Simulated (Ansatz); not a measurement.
Ansatz input

```yaml
crystal:
  lattice:
    - [2.8719567619, 0.0, 0.0]
    - [-1.4359783809, 2.4871875144, 0.0]
    - [0.0, 0.0, 9.5349417498]
  atoms:
    - { symbol: Pd, position: [0.0, 0.0, 1.0], spin: 0.368 }
    - { symbol: Pd, position: [0.0, 0.0, 0.5], spin: 0.368 }
    - { symbol: Pd, position: [0.3333333333, 0.6666666667, 0.25], spin: 0.373 }
    - { symbol: Pd, position: [0.6666666667, 0.3333333333, 0.75], spin: 0.373 }
hamiltonian:
  xc: blyp
  pseudopotentials:
    kind: paw
    azcp:
      Pd: "pseudopotentials/Pd.paw.azcp"
basis:
  ecutwfc: 420
  fft_grid_basis: typed
kpoints:
  mp_grid: { grid: [14, 14, 4], shift: [0, 0, 0] }
magnetization:
  spin_polarized: true
scf:
  occupations: { method: fermi_dirac, width: 0.05 }
  lower_state_search: "off"
output:
  stress: true
```

Terminal output

```
Engine: ansatz 0.2.0, aarch64-unknown-linux-gnu
Pseudopotentials: kind: paw
Pseudopotential: Pd, paw, valence charge 18, recommended cutoff 420 eV (normal) 
Functional definition: BLYP
  parameter beta = 0.0042
  parameter a = 0.04918
  parameter b = 0.132
  parameter c = 0.2533
  parameter d = 0.349
  exchange = b88_x(beta = beta)
  correlation = lyp_c(a = a, b = b, c = c, d = d)
Crystal: 4 atoms, lattice volume = 68.109 Å³
Basis set: ecut = 420 eV, 1327 PW (Γ), exchange–correlation on 40×40×128 points (8 copies of the dense FFT grid, shifted against one another)
Bands: 45, of which v1, the nominal top of the filled ones, is band 36 counted from 1 (35 counted from 0)
Symmetry: 24 space group operations
Space group: P63/mmc (ITA 194), of the structure as read, at distance tolerance 4.1e-5 Å
Magnetic group: BNS 194.263 (UNI 1493), of the structure as read, at distance tolerance 4.1e-5 Å
k-points: 72 of 784
Non-local potential: Pd, projectors of the file, l = 0: 2, l = 1: 2, l = 2: 2, l = 3: 1
PAW form: soft (Blöchl's): semilocal exchange-correlation on the pseudo side does not see the compensation charge
PAW frozen core: Pd, regenerated for the run's functional, and the local potential with it (the file was generated under x = pbe(κ = 0.804, μ = 0.2195149727645171), c = pbe(β = 0.06672455060314922))
PAW one-centre angular grid: Pd, 590 points (default); XC on 64 Gauss nodes
Initial density: superposition of atomic densities (chi_scale 0.1, normalization cell)
Starting moments: Σ|m| = 1.482 μB on 4 of 4 sites
Initial wavefunctions: pseudopotential atomic-orbital guess
Functional: x = b88, c = lyp
SCF iter   1: F=—  HF=-27954.073616 eV  |F-HF|=—  |Δ(HF+E_count)|=         —  Δρ=7.25e-2 (↑7.25e-2 ↓6.95e-2)  dr2=1.45e1  dr2_m=1.44e-2  M=1.298 μB ∫|m|=1.334 μB  β_m=0.30  ethr=3.10e-3  ⟨swp⟩=6.1  Hψ=24255  notcnv=0  defer=59
spin=Collinear: Kerker preconditioning applied to the charge; magnetization (m = ρ↑ − ρ↓) channel mixes plain (no charge-response kernel on spin).
SCF iter   2: F=—  HF=-27951.418468 eV  |F-HF|=—  |Δ(HF+E_count)|=    2.66e0  Δρ=3.91e-2 (↑3.81e-2 ↓3.91e-2)  dr2=4.33e0  dr2_m=6.23e-3  M=1.351 μB ∫|m|=1.391 μB  β_m=0.30  ethr=3.10e-3  ⟨swp⟩=2.0  Hψ=11307  notcnv=0  defer=300
SCF iter   3: F=—  HF=-27950.318898 eV  |F-HF|=—  |Δ(HF+E_count)|=    1.10e0  Δρ=1.49e-2 (↑1.20e-2 ↓1.49e-2)  dr2=2.07e-1  dr2_m=4.11e-3  M=1.368 μB ∫|m|=1.412 μB  β_m=1.00  ethr=3.10e-3  ⟨swp⟩=2.0  Hψ=10296  notcnv=0  defer=305
SCF iter   4: F=—  HF=-27950.300260 eV  |F-HF|=—  |Δ(HF+E_count)|=   1.86e-2  Δρ=4.41e-3 (↑3.29e-3 ↓4.41e-3)  dr2=3.70e-2  dr2_m=1.21e-3  M=1.417 μB ∫|m|=1.478 μB  β_m=1.00  ethr=2.88e-4  ⟨swp⟩=2.0  Hψ=12895  notcnv=0  defer=344
SCF iter   5: F=—  HF=-27950.304520 eV  |F-HF|=—  |Δ(HF+E_count)|=   4.26e-3  Δρ=1.92e-3 (↑1.92e-3 ↓1.84e-3)  dr2=2.92e-3  dr2_m=4.09e-4  M=1.450 μB ∫|m|=1.516 μB  β_m=1.00  ethr=5.14e-5  ⟨swp⟩=1.0  Hψ=6136  notcnv=0  defer=344
SCF iter   6: F=—  HF=-27950.305286 eV  |F-HF|=—  |Δ(HF+E_count)|=   7.66e-4  Δρ=1.45e-3 (↑1.45e-3 ↓1.34e-3)  dr2=1.80e-3  dr2_m=1.24e-4  M=1.471 μB ∫|m|=1.540 μB  β_m=1.00  ethr=4.06e-6  ⟨swp⟩=1.1  Hψ=6289  notcnv=0  defer=344
SCF iter   7: F=—  HF=-27950.306888 eV  |F-HF|=—  |Δ(HF+E_count)|=   1.60e-3  Δρ=5.08e-4 (↑4.00e-4 ↓5.08e-4)  dr2=3.21e-4  dr2_m=6.05e-5  M=1.487 μB ∫|m|=1.558 μB  β_m=0.30  ethr=2.50e-6  ⟨swp⟩=2.0  Hψ=10824  notcnv=0  defer=344
Mixer restart at iter 7: flushing history
spin-set hold released at iteration 7 (site moments contracting): the magnetisation degrees of freedom join the quasi-Newton model from the next iteration; the mixer history was flushed
SCF iter   8: F=—  HF=-27950.307180 eV  |F-HF|=—  |Δ(HF+E_count)|=   2.92e-4  Δρ=4.70e-4 (↑3.27e-4 ↓4.70e-4)  dr2=8.95e-5  dr2_m=7.42e-5  M=1.493 μB ∫|m|=1.565 μB  β_m=0.57  ethr=4.46e-7  ⟨swp⟩=1.0  Hψ=6138  notcnv=0  defer=344
SCF iter   9: F=—  HF=-27950.307485 eV  |F-HF|=—  |Δ(HF+E_count)|=   3.06e-4  Δρ=4.54e-4 (↑3.45e-4 ↓4.54e-4)  dr2=1.40e-4  dr2_m=7.69e-5  M=1.504 μB ∫|m|=1.578 μB  β_m=0.79  ethr=1.24e-7  ⟨swp⟩=2.3  Hψ=9663  notcnv=0  defer=344
SCF iter  10: F=—  HF=-27950.307611 eV  |F-HF|=—  |Δ(HF+E_count)|=   1.26e-4  Δρ=2.72e-4 (↑2.72e-4 ↓1.94e-4)  dr2=1.73e-5  dr2_m=3.12e-5  M=1.521 μB ∫|m|=1.597 μB  β_m=0.89  ethr=1.24e-7  ⟨swp⟩=2.1  Hψ=8958  notcnv=0  defer=344
SCF iter  11: F=—  HF=-27950.307638 eV  |F-HF|=—  |Δ(HF+E_count)|=   2.72e-5  Δρ=1.43e-4 (↑3.91e-5 ↓1.43e-4)  dr2=1.18e-5  dr2_m=3.76e-6  M=1.530 μB ∫|m|=1.608 μB  β_m=0.83  ethr=2.41e-8  ⟨swp⟩=2.0  Hψ=10797  notcnv=0  defer=344
SCF iter  12: F=—  HF=-27950.307637 eV  |F-HF|=—  |Δ(HF+E_count)|=   8.15e-7  Δρ=1.20e-5 (↑6.52e-6 ↓1.20e-5)  dr2=1.54e-7  dr2_m=1.63e-8  M=1.534 μB ∫|m|=1.613 μB  β_m=0.92  ethr=1.63e-8  ⟨swp⟩=2.1  Hψ=10388  notcnv=0  defer=344
iter 13 did not close the SCF: its close was put off for a magnetic moment that had not settled (scf_convergence_deferred on its scf_iter line)
SCF iter  13: F=-27950.307637 eV  HF=-27950.307637 eV  |F-HF|=1.16e-8  |Δ(HF+E_count)|=   1.13e-7  Δρ=3.41e-6 (↑2.52e-6 ↓3.41e-6)  dr2=1.19e-8  dr2_m=2.18e-9  M=1.534 μB ∫|m|=1.613 μB  β_m=0.96  ethr=1.39e-10  ⟨swp⟩=3.2  Hψ=17359  notcnv=0
SCF iter  14: F=-27950.307637 eV  HF=-27950.307637 eV  |F-HF|=6.15e-10  |Δ(HF+E_count)|=   1.47e-8  Δρ=7.46e-7 (↑7.22e-7 ↓7.46e-7)  dr2=1.72e-9  dr2_m=4.37e-11  M=1.535 μB ∫|m|=1.614 μB  ethr=1.65e-11  ⟨swp⟩=1.0  Hψ=16056  notcnv=0
SCF 1 converged in 14 iterations: F = -27950.307637 eV  dr2 = 1.72e-9
SCF converged after 14 iterations
Magnetization: 1.5346 μB (36.7673 up, 35.2327 down)
Absolute magnetization: 1.6136 μB (∫|ρ↑−ρ↓|, with the PAW one-centre terms)
Spin contamination: 0.0048 ħ² per cell (⟨S²⟩ above its minimum at these occupations)
Per-site moments (μB) at R_I (Å): [(0.38712429081494343, 1.1846821642894905), (0.3871242908149436, 1.1846821642894905), (0.3972960362999174, 1.1846821642894905), (0.3972960362999175, 1.1846821642894905)]
Free energy (F): -27950.307637 eV
Harris-Foulkes:  -27950.307637 eV  (|F-HF|=6.15e-10)
Internal energy: -27950.242267 eV  (E = F + TS)
E sigma→0 (E₀):  -27950.274952 eV
Entropy (-TS):   -0.065371 eV (-16.343 meV/atom)
Fermi energy:    16.757103 eV
--- Per-component energies (eV) ---
  E_band       = -731.701608
  E_kinetic    = 2049.703168
  E_local      = -7804.397141  (includes V_loc(G=0)·N_el)
  E_nonlocal   = 864.879067
  E_hartree    = 3146.942136
  E_xc         = -660.158336
  E_vxc        = -826.382983  (∫ρ·V_xc dr)
  E_paw        = -15072.382135  (= ΣΔE_a)
  E_vpaw       = -1309.385952  (= ΣTr[D̂ρ^β])
  E_aug_tail   = 0.000671  (compensation charges beyond the density's cutoff)
  E_ewald      = -10475.177009
  E_core_change = 0.347311  (= ΣΔE_core)
  E_smearing   = -0.065371  (= −TS)
  E_closure    = 0.000000  (closes the sum)
  Σ components = -27950.307637   (vs F -27950.307637, Δ=0.00e0)
--- Stress (GPa, compression-positive) ---
       -4.221246       0.000000       0.000000
        0.000000      -4.221246      -0.000000
        0.000000      -0.000000      -4.900067
  P = ⅓ Tr σ = -4.4475 GPa (-44.475 kbar)
```
